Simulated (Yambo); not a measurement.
Be3N2 (space group P6_3/mmc, No. 194), G0W0@LDA in Yambo (6×6×2 mesh, plasmon pole; 8 Ry block, no terminator). The number N of bands in W and G is varied.

```csv
N,x = 1/N,gap Γ → M (eV),shift of the valence edge (eV)
54,0.01852,4.865,0.045
78,0.01282,4.786,-0.200
106,0.00943,4.774,-0.365
135,0.00741,?,?
```

Question: Basis-set arguments suggest E = E∞ + A x. Fix A and E∞ from the two rows above the withheld one, predict the row at 135 bands, and test the form.

Answer: Gap: A = (4.774 − (4.786))/(0.00943 − 0.01282) = 3.54, E∞ = 4.741 eV, so 4.767 eV is predicted; the run gave 4.794 eV (miss 27 meV). The first two rows have slope 13.9, so the form doesn't hold yet over the whole range. Shift: A = (-0.365 − (-0.200))/(0.00943 − 0.01282) = 48.7, E∞ = -0.824 eV, so -0.463 eV is predicted; the run gave -0.484 eV (miss 21 meV). The first two rows have slope 43.0, within 15 % of that. The other settings are held fixed.

Geometry of the Materials Project entry, not relaxed at this level; primitive cell a = b = 2.842 Å, c = 9.747 Å, α = β = 90.00°, γ = 120.00°.

The structure is a Materials Project entry; no match was found in the copy of COD used, and its stability was not checked.

A shift is the quasiparticle energy of the state minus its LDA energy.
